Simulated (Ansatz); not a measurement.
The cell is the one relaxed in the Materials Project (mp-30469), not relaxed further here; entries there can be hypothetical.

TlBi2: DFT, r2SCAN, PAW with Ansatz's default frozen-core files, scalar-relativistic (Ansatz 0.2.0).

Command: `ansatz run input.yaml --threads 1 --pin off --max-ram 3072MiB --backend cpu --events-out ev --progress --plain --runs-dir out` The run took about 48 s on 1 thread of a shared machine.

```yaml
crystal:
  lattice:
    - [5.7086645028, 0.0, 0.0]
    - [-2.8543322514, 4.9438484811, 0.0]
    - [0.0, 0.0, 3.39375558]
  atoms:
    - { symbol: Tl, position: [0.0, 0.0, 0.0] }
    - { symbol: Bi, position: [0.6666666667, 0.3333333333, 0.5] }
    - { symbol: Bi, position: [0.3333333333, 0.6666666667, 0.5] }
kpoints:
  mp_grid: { grid: [8, 8, 11] }
  band_path:
    path:
      - [0.0, 0.0, 0.0]
      - [0.5, 0.0, 0.0]
      - [0.3333333333, 0.3333333333, 0.0]
      - [0.0, 0.0, 0.0]
      - [0.0, 0.0, 0.5]
      - [0.5, 0.0, 0.5]
      - [0.3333333333, 0.3333333333, 0.5]
      - [0.0, 0.0, 0.5]
      - [0.5, 0.0, 0.5]
    npoints: 8
scf:
  occupations: { method: fermi_dirac, width: 0.05 }
hamiltonian:
  xc: r2scan
  pseudopotentials: { kind: paw }
output:
  forces: true
  stress: true
  eigenvalues: true
  efg: { contact_densities: true }
  populations: true
  bader: true
  dos: { projected: true, de: 0.2, e_range: [-14, 8] }
```

Output:

```
Tl, Bi: output.efg is read without spin–orbit coupling, which moves field gradients at and beside such atoms by some per cent and up to a factor of two; PAW files take it under magnetization.noncollinear and magnetization.spin_orbit
Engine: ansatz 0.2.0
Pseudopotentials: kind: paw
Pseudopotential: Tl, paw, valence charge 13, recommended cutoff 500 eV (meta_gga)
Pseudopotential: Bi, paw, valence charge 15, recommended cutoff 500 eV (meta_gga)
Functional definition: r2SCAN
  parameter k0 = 0.174
  parameter k1 = 0.065
  parameter a1 = 4.9479
  exchange = r2scan_x(k0 = k0, k1 = k1, a1 = a1)
  correlation = r2scan_c
Crystal: 3 atoms, lattice volume = 95.781 Å³
Basis set: ecut = 500 eV, 2425 PW (Γ), exchange–correlation on 180×180×100 points (64 copies of the dense FFT grid, shifted against one another)
Bands: 26, of which v1, the nominal top of the filled ones, is band 22 counted from 1 (21 counted from 0)
Symmetry: 24 space group operations
Space group: P6/mmm (ITA 191), of the structure as read, at distance tolerance 4.6e-5 Å
k-points: 60 of 704
Non-local potential: Tl, projectors of the file, l = 0: 2, l = 1: 2, l = 2: 2, l = 3: 1
Non-local potential: Bi, projectors of the file, l = 0: 2, l = 1: 2, l = 2: 2, l = 3: 2
PAW form: soft (Blöchl's): semilocal exchange-correlation on the pseudo side does not see the compensation charge
PAW frozen core: Tl, regenerated for the run's functional (the file was generated under x = pbe(κ = 0.804, μ = 0.2195149727645171), c = pbe(β = 0.06672455060314922))
PAW frozen core: Bi, regenerated for the run's functional (the file was generated under x = pbe(κ = 0.804, μ = 0.2195149727645171), c = pbe(β = 0.06672455060314922))
PAW one-centre angular grid: Tl, 590 points (default); XC on 160 Gauss nodes
PAW one-centre angular grid: Bi, 590 points (default); XC on 160 Gauss nodes
Initial density: superposition of atomic densities (neutral atoms: chi_scale 0, normalization atom), corrected by the library's trained network
Initial wavefunctions: pseudopotential atomic-orbital guess
Functional: x = r2scan, c = r2scan; τ floored in thin density (d = 2e-4 eV/Å³)
SCF iter   1: F=—  HF=-36280.612898 eV  |F-HF|=—  |Δ(HF+E_count)|=         —  Δρ=5.49e-3  dr2=3.37e-2  dr2_τ=4.39e-3  ethr=1.77e-3  ⟨swp⟩=6.7  Hψ=7082  notcnv=0
preconditioner: auto → Kerker (q_TF=auto, 2.387 Å⁻¹)  [metal: Δε(μ)=0.030 eV  Ē_g=18.200 eV  σ=0.050 eV  W_gap=0.15  n_scr=26 (ndim 8)  ℏωp=24.9 eV  f_vac=0.000  D(μ)=2.10/eV (n_scr^D=8)]
SCF iter   2: F=—  HF=-36280.616470 eV  |F-HF|=—  |Δ(HF+E_count)|=   3.57e-3  Δρ=2.71e-3  dr2=1.24e-2  dr2_τ=3.36e-4  ethr=7.84e-5  ⟨swp⟩=2.0  Hψ=2952  notcnv=0  defer=8
SCF iter   3: F=—  HF=-36280.615899 eV  |F-HF|=—  |Δ(HF+E_count)|=   5.71e-4  Δρ=8.08e-4  dr2=2.13e-3  dr2_τ=2.40e-5  ethr=2.87e-5  ⟨swp⟩=2.0  Hψ=2265  notcnv=0  defer=8
SCF iter   4: F=—  HF=-36280.615793 eV  |F-HF|=—  |Δ(HF+E_count)|=   1.06e-4  Δρ=1.89e-4  dr2=6.22e-5  dr2_τ=9.45e-7  ethr=4.94e-6  ⟨swp⟩=2.0  Hψ=1852  notcnv=0  defer=8
SCF iter   5: F=—  HF=-36280.615791 eV  |F-HF|=—  |Δ(HF+E_count)|=   1.94e-6  Δρ=6.03e-5  dr2=3.11e-6  dr2_τ=2.32e-7  ethr=1.45e-7  ⟨swp⟩=2.0  Hψ=2248  notcnv=0  defer=8
SCF iter   6: F=—  HF=-36280.615792 eV  |F-HF|=—  |Δ(HF+E_count)|=   7.25e-7  Δρ=1.49e-5  dr2=2.80e-7  dr2_τ=2.13e-8  ethr=7.22e-9  ⟨swp⟩=2.0  Hψ=2232  notcnv=0  defer=8
SCF iter   7: F=-36280.615792 eV  HF=-36280.615792 eV  |F-HF|=8.43e-9  |Δ(HF+E_count)|=   2.12e-7  Δρ=4.49e-6  dr2=2.80e-8  dr2_τ=1.63e-9  ethr=2.33e-10  ⟨swp⟩=7.3  Hψ=7771  notcnv=0
SCF 1 converged in 7 iterations: F = -36280.615792 eV  dr2 = 2.80e-8
  greatest PAW one-centre occupation: 0.986 electrons in one spin orbital (limit 2), on the Bi atom at site 2 (counted from 0), in its partial waves of l = 2
NSCF: frozen V_eff on 65 k-points
SCF converged after 7 iterations
Free energy (F): -36280.615792 eV
Harris-Foulkes:  -36280.615792 eV  (|F-HF|=8.43e-9)
Internal energy: -36280.599067 eV  (E = F + TS)
E sigma→0 (E₀):  -36280.607429 eV
Entropy (-TS):   -0.016725 eV (-5.575 meV/atom)
Fermi energy:    10.541886 eV
--- Per-component energies (eV) ---
  E_band       = -214.849849
  E_kinetic    = 935.741617
  E_local      = -3816.262070  (includes V_loc(G=0)·N_el)
  E_nonlocal   = 1439.336688
  E_hartree    = 1265.720188
  E_xc         = -500.007508
  E_vxc        = -469.239564  (∫ρ·V_xc dr)
  E_paw        = -31568.218653  (= ΣΔE_a)
  E_vpaw       = -869.673737  (= ΣTr[D̂ρ^β])
  E_aug_tail   = -0.000553  (compensation charges beyond the density's cutoff)
  E_vtau       = 33.801758  (kinetic-family band-sum trace: ∫τ·v_τ [+ j·A + Jᵃ·Aᵃ] dr)
  E_ewald      = -4039.699632
  E_core_change = 2.790855  (= ΣΔE_core)
  E_smearing   = -0.016725  (= −TS)
  E_closure    = -0.000000  (closes the sum)
  Σ components = -36280.615792   (vs F -36280.615792, Δ=0.00e0)
--- Forces (eV/Å), atoms counted from 1 ---
  atom   1  Tl    -0.00000000    -0.00000000     0.00000000
  atom   2  Bi     0.00000000    -0.00000000     0.00000000
  atom   3  Bi     0.00000000     0.00000000     0.00000000
  max |Σ_I F_I| component: 1.05e-30 eV/Å
--- Stress (GPa, compression-positive) ---
       -0.276472       0.000000       0.000000
        0.000000      -0.276472       0.000000
        0.000000       0.000000       0.708443
  P = ⅓ Tr σ = 0.0518 GPa (0.518 kbar)
--- PAW observables at the nuclei: V_zz in 10²¹ V/m², potentials from the cell's mean, atoms counted from 1 ---
  atom   1  Tl V_zz =    -3.707936   η = 0.0000   by run symmetry: allowed
            electrostatic potential = -17135.624886 V   contact ρ = 15277318.283355 e/Å³
  atom   2  Bi V_zz =   -12.841284   η = 0.0000   by run symmetry: allowed
            electrostatic potential = -17832.182970 V   contact ρ = 17898787.862593 e/Å³
  atom   3  Bi V_zz =   -12.841284   η = 0.0000   by run symmetry: allowed
            electrostatic potential = -17832.182970 V   contact ρ = 17898787.862593 e/Å³
--- Band table (eV; the first three rows and the last of 60) ---
  k-point 0: bands = ["-13.2716", "-13.1915", "-13.1915", "-13.1636", "-13.1056", "-13.1056", "-13.1017", "-13.1017", "-13.0506", "-13.0506", "-2.8427", "-1.9122", "-1.6195", "-1.6195", "-1.4809", "-1.4809", "0.3124", "4.2279", "7.1951", "7.1951", "8.6769", "8.6769", "12.8489", "16.1425", "17.3032", "17.3032"]
  k-point 1: bands = ["-13.2557", "-13.1909", "-13.1909", "-13.1462", "-13.1114", "-13.1114", "-13.1012", "-13.1012", "-13.0554", "-13.0554", "-2.7461", "-1.8652", "-1.6153", "-1.6153", "-1.5009", "-1.5009", "0.4034", "4.2945", "7.2841", "7.2841", "8.8128", "8.8128", "11.8122", "15.0812", "17.2244", "17.2244"]
  k-point 2: bands = ["-13.2128", "-13.1895", "-13.1895", "-13.1269", "-13.1269", "-13.0999", "-13.0999", "-13.0995", "-13.0685", "-13.0685", "-2.4656", "-1.7380", "-1.6041", "-1.6041", "-1.5540", "-1.5540", "0.6689", "4.4735", "7.5382", "7.5382", "9.2135", "9.2135", "10.0478", "13.1104", "16.0413", "16.7784"]
  k-point 59: bands = ["-13.2491", "-13.1850", "-13.1811", "-13.1540", "-13.1502", "-13.1382", "-13.1031", "-13.0281", "-12.9860", "-12.9774", "-1.8089", "-1.7669", "-1.5752", "-1.5695", "-1.3589", "0.0649", "0.3766", "5.2524", "6.6227", "6.9157", "7.2388", "10.2401", "11.5020", "12.0912", "13.4851", "14.4782"]
--- Löwdin populations: 3 sites ---
  site symbol       q [e]
     0     Tl     13.1455
     1     Bi     14.8829
     2     Bi     14.8829
  spilling = 0.002062 (of n_electrons = 43.000000)
--- Bader charges: 3 sites ---
  site symbol  charge [e]  shift [e]
     0     Tl      0.1524     0.0000
     1     Bi     -0.0762     0.0000
     2     Bi     -0.0762     0.0000
  estimated error of the sums over rays = 3.4e-4 e
```

populations.tsv:

```
# site	symbol	l	j	q
# orbitals = lowdin
# n_electrons = 43.000000
# spilling = 0.002062
0	Tl	0_6S	-	1.789122
0	Tl	1_6P	-	1.370678
0	Tl	2_5D	-	9.985654
1	Bi	0_6S	-	1.877750
1	Bi	1_6P	-	3.008702
1	Bi	2_5D	-	9.996496
2	Bi	0_6S	-	1.877750
2	Bi	1_6P	-	3.008702
2	Bi	2_5D	-	9.996496
```

bader_charges.tsv:

```
# site	symbol	x_ang	y_ang	z_ang	partial_charge_e	electrons	volume_ang3	relative_density_drop	shared_charge_e	partial_wave_shift_e
# quadrature_error_electrons = 3.4e-4
0	Tl	0.0000	0.0000	0.0000	0.15237	80.84763	29.42	-	0.15237	0.00000
1	Bi	2.8543	1.6479	1.6969	-0.07619	83.07619	33.18	-	-0.07619	0.00000
2	Bi	0.0000	3.2959	1.6969	-0.07618	83.07618	33.18	-	-0.07618	0.00000
```
